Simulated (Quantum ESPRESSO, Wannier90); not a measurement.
## Tight-binding from DFT: Si2Mo (I4/mmm)

```
begin unit_cell_cart
ang
    3.2042600000    0.0000000000    0.0000000000
    0.0000000000    3.2042600000    0.0000000000
   -1.6021300000   -1.6021300000    3.9080950000
end unit_cell_cart
begin atoms_frac
Si  -0.3354300000 -0.3354300000  0.3291400000
Si   0.3354300000  0.3354300000 -0.3291400000
Mo   0.0000000000  0.0000000000  0.0000000000
end atoms_frac
```

Materials Project entry mp-2592; symmetrised, unrelaxed at this level. COD (Crystallography Open Database) has an entry of this formula and space group (matched by these alone). Computed values, not measurements, from PBEsol: Quantum ESPRESSO (norm-conserving PseudoDojo potentials, cutoff 64 Ry, no spin polarisation, no spin-orbit coupling) on a Γ-centred 8×8×8 mesh, then Wannier90. Density: 10×10×10 mesh, cold smearing 0.01 Ry.

Functional, cutoff and mesh named above are those of the base row (PBEsol); the first column says what each row takes instead. Model: 17 functions from bands 5-31, start hydrogen-like Si: s;p; Mo: s;p;d, disentangled but not localised (num_iter = 0), frozen window tied to the conduction edge or Fermi level of each row, as listed, which moves Ω_I and hoppings a little by itself. Energies are relative to the Fermi level; the misfit is to pw.x on a path, for states up to 1.0 eV relative to the Fermi level. The functional changes, each with its own PseudoDojo files and their cutoffs, on the same cell. The disentangled Ω_I can sit in another minimum from row to row.

```tsv
functional	frozen to (eV)	Ω_I (Å²)	rms misfit (meV)	bottom of band 5 (eV)	on-site Si1 pz minus Si1 s (eV)	hopping modulus Si2 pz – Si1 pz, R = 1 1 0 (eV)	hopping modulus Si1 pz – Mo3 dz2, R = 0 0 1 (eV)	hopping modulus Si2 pz – Si1 s, R = 1 1 0 (eV)	hopping modulus Si1 s – Mo3 dz2, R = 0 0 1 (eV)
LDA	1.50	19.44	4.9	-13.33	7.05	3.873	1.995	1.724	1.560
PBE	1.50	19.57	4.9	-13.38	7.02	3.921	2.003	1.749	1.568
PBEsol	1.50	19.55	4.9	-13.38	7.01	3.910	2.000	1.747	1.568
```
